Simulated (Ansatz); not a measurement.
In DFT-PBE in the program Ansatz with PAW potentials, Cr in the diamond structure (Fd-3m) relaxes to a = 5.094 Å. Cr has 4 nearest neighbours from 2.21 Å (tetrahedral).

Electronic character: metallic (no gap). The magnetic state found is non-magnetic (starting moments vanished).

The bulk modulus is 103 GPa.

The start of the workflow was typed in or built on a structure type; neither database checked (COD, Materials Project) lists it. It is not the phase usual at ambient conditions (space group No. 229). The cell was relaxed with PBE under the symmetry of its start; whether a distortion lowers the energy is not shown. The workflow began spin-polarised and lost its moments.

Potentials: the later of the program's two PAW sets.
